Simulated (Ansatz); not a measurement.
GaNi3C:
```xyz
5
Lattice="3.7453 0.0000 0.0000 0.0000 3.7453 0.0000 0.0000 0.0000 3.7453" Properties=species:S:1:pos:R:3 pbc="T T T"
Ga     0.0000     0.0000     0.0000
C      1.8726     1.8726     1.8726
Ni     0.0000     1.8726     1.8726
Ni     1.8726     1.8726     0.0000
Ni     1.8726     0.0000     1.8726
```

Relaxed with r²SCAN. Special points in fractions of this cell's reciprocal vectors: Γ (0.000, 0.000, 0.000); X (0.000, 0.500, 0.000); M (0.500, 0.500, 0.000); R (0.500, 0.500, 0.500).

List the band energies nearest the Fermi level at these points for plane-wave PAW r²SCAN (Ansatz code).

In eV from the Fermi level; about four levels below and three above (degenerate sets whole), none deeper than 8.9 eV; points with the same levels are listed once.

```json
[
 {"k": "Γ", "below": "-1.00 -1.00 -1.00 -0.77", "above": "1.98 3.16 3.16 3.16"},
 {"k": "X", "below": "-1.34 -1.00 0.00 0.00", "above": "2.04 2.89 3.91 3.91"},
 {"k": "M", "below": "-1.33 -1.03 -0.47 -0.47", "above": "1.22 4.92 4.92"},
 {"k": "R", "below": "-1.36 -1.36 -0.97 -0.97 -0.97", "above": "0.96 1.25 1.25 1.25"}
]
```

Space group Pm-3m (anti-perovskite). The cell is a constructed one: a structure type filled with these elements; the Crystallography Open Database copy checked does not list it. Its standing as an ambient phase is unchecked. Symmetry was held in the r²SCAN relaxation; whether a distortion lowers the energy is not shown. The workflow began spin-polarised and lost its moments. Scalar-relativistic: spin–orbit coupling is off unless named, which matters more the heavier the elements.

Potentials: the later of the program's two PAW sets.
